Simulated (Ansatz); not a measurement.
**HfO2 with Ta replacing Hf: a ladder of calculations**

Cell of run 1: a supercell of HfO2 (fluorite type, Fm-3m) built from a structure deposited in the COD, with all atoms left at the host's positions.

Space group Fm-3m (No. 225); a = 10.2300 Å.

```csv
site,Wyckoff,site symmetry,x,y,z
Ta,4a,m-3m,0.0000,0.0000,0.0000
Hf2,24d,m.mm,0.2500,0.2500,0.0000
Hf8,4b,m-3m,0.5000,0.5000,0.5000
O9,32f,.3m,0.1250,0.1250,0.1250
O12,32f,.3m,0.6250,0.3750,0.3750
```

One atom of each set is listed; the run and its k-mesh use a cell of 24 atoms with edges of 7.23, 7.23, 7.23 Å.

Relaxed positions (PBE, cell held):

Ta (0.0000, 0.0000, 0.0000)
Hf2 (0.2500, 0.2500, 0.0000)
Hf8 (0.5000, 0.5000, 0.5000)
O9 (0.1240, 0.1240, 0.1240)
O12 (0.6254, 0.3746, 0.3746)

All runs are DFT with Ansatz 0.2.0 (plane waves and PAW, scalar-relativistic unless spin–orbit coupling is named, Γ-centred meshes, Fermi–Dirac smearing where given) in this cell. Start moments of run 1 as typed (μB): 1 on each Ta, none on the rest.

Run 1: PBE, with a start moment, atoms at the host's positions; 420 eV, 3×3×3 k-points, smearing 0.01 eV.
Run 2: PBE, with a start moment, atoms relaxed; 420 eV, 3×3×3 k-points, smearing 0.01 eV.
Run 3: r2SCAN, with a start moment, at the relaxed atoms; 500 eV, 3×3×3 k-points, smearing 0.01 eV.

```csv
run,Hf2 V_zz (η),O9 V_zz (η),O12 V_zz (η),absolute moment (μB)
1,0.62 (0.07),1.45 (0.00),0.11 (0.00),1.1
2,1.09 (0.32),1.30 (0.00),0.26 (0.00),1.1
3,?,?,?,?
```

V_zz in 10²¹ V/m²; 3 of the 5 sets of like atoms are followed.

(1) Estimate the row of run 3.

Results:

(1) Hf2: 1.09 (0.30); O9: 1.25 (0.00); O12: 0.26 (0.00); absolute moment (μB): 1.1. It lies nearest to run 2, from whose tensors on these sites it differs by 0.05 at most (largest principal value of the difference, on O9). Taken one at a time, the positions of the atoms (as given or relaxed) move the tensors on these sites by up to 0.47 (largest principal value of the change, on Hf2), the functional (r2SCAN with its higher cutoff) by 0.05 (O9). The defect's own atom has next to no gradient in any run.

The defect repeats with the cell of 24 atoms, so it feels its images: sites between two images don't show the values beside a lone defect, and zeros or small values of η there can come from the images' arrangement. This high-symmetry form of HfO2 is unstable when cold, to shifts of the oxygen columns, towards the tetragonal form. The symmetry of the cell holds that distortion back, wholly or in part, and it would change the field gradients, the more the larger the distortion. Without spin–orbit coupling the gradients at and beside Hf and Ta can be off by some per cent, at some sites by more. The relaxation keeps the site symmetry m-3m of the start, so the impurity can't leave its site; a distortion that would localise the partly filled state isn't explored. In run 3 the program didn't check the stability of the electronic state in full, so a lower one may lie near. In run 1 the atoms aren't at the calculated equilibrium (largest force 0.34 eV/Å). The cell keeps the host's lattice, at a calculated pressure of -10 GPa in run 3. In runs 1, 2, 3 the defect cell has no gap above 0.1 eV, so the values hang on the smearing and the k-mesh.
